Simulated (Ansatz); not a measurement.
With the program Ansatz at the PBE level (PAW), NiAu in the trigonal phase (R-3m; Au on 3a, Ni on 3b) relaxes to a = 2.811 Å, c = 12.872 Å. Au has 12 nearest neighbours from 2.69 Å (cuboctahedral); Ni has 12 nearest neighbours from 2.69 Å (cuboctahedral). Its formation energy from the elements is 0.18 eV/atom, with no fitted shifts.

Electronic character: metallic (no gap). The magnetic state found is ferromagnetic. The net moment is 0.21 μB per atom.

The start of the workflow was typed in or built on a structure type; neither database checked (COD, Materials Project) lists it. Its standing as an ambient phase is unchecked. The cell was relaxed with PBE under the symmetry of its start; whether a distortion lowers the energy is not shown. The final state is ferromagnetic, the only order run, not a proven ground state. The cell computed holds one magnetic atom, so no antiferromagnetic order was within reach. Its formation energy is positive at this level, so the cell may be metastable or incomplete. Axis ratios of metals converge slowly with the k-mesh, so a and c are less sure than the volume. The references are the lowest solids computed at this level, not always the standard phases. Scalar-relativistic: spin–orbit coupling is off unless named, which matters more the heavier the elements.

Potentials: the earlier of the program's two PAW sets.
